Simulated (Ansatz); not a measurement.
Relaxed-ion elastic tensor of K$_{2}$NaInF$_{6}$ in space group Fm-3m (No. 225; K on 8c, Na on 4b, In on 4a, F on 24e) in GPa (Voigt order), the program Ansatz at the PBEsol level (PAW); density 3.47 g/cm³, 15.80 Å³ per atom.

```
85.3  18.9  18.9   0.0   0.0   0.0
18.9  85.3  18.9   0.0   0.0   0.0
18.9  18.9  85.3   0.0   0.0   0.0
 0.0   0.0   0.0  16.8   0.0   0.0
 0.0   0.0   0.0   0.0  16.8   0.0
 0.0   0.0   0.0   0.0   0.0  16.8
```

Q: Is the crystal mechanically stable?

A: Yes: the smallest eigenvalue of C is 16.8 GPa.

Q: Work out the Voigt, Reuss and Hill averages.

A: K_V = 41.1, K_R = 41.1, K_H = 41.1; G_V = 23.4, G_R = 20.9, G_H = 22.1 GPa.

Q: Give Young's modulus, Poisson's ratio, Pugh's ratio and the universal anisotropy index.

A: E = 9KG/(3K + G) = 56.3 GPa; ν = 0.27; K/G = 1.85 (ductile by the Pugh limit of 1.75); A_U = 5G_V/G_R + K_V/K_R − 6 = 0.58.

Q: Estimate the sound speeds and the Debye temperature.

A: v_l = √((K + 4G/3)/ρ) = 4510 m/s, v_t = √(G/ρ) = 2530 m/s, mean 2810 m/s; Θ = (h/k)(3n/4πV)^(1/3) v_m = 334 K.

Q: Give the Zener ratio and Young's modulus along [100], [110] and [111].

A: A = 2C44/(C11 − C12) = 0.51; 1/E = S11 − 2(S11 − S12 − S44/2)Γ with Γ = 0, 1/4, 1/3 gives 78.5, 49.7, 44.3 GPa.

Q: Solve the Christoffel equation for the three sound speeds along [100], [110], [111].

A: Eigenvalues of C_ijkl n_j n_l equal ρv². In km/s, slowest first: [100] 2.20, 2.20, 4.96; [110] 2.20, 3.09, 4.46; [111] 2.83, 2.83, 4.28.

The workflow started from a Materials Project entry (that database holds measured and hypothetical structures alike); the Crystallography Open Database copy checked does not list it. Whether it is the stable phase at ambient conditions was not checked. The PBEsol relaxation kept the symmetry of its start; whether a distortion lowers the energy is not shown.

Potentials: the later of the program's two PAW sets.
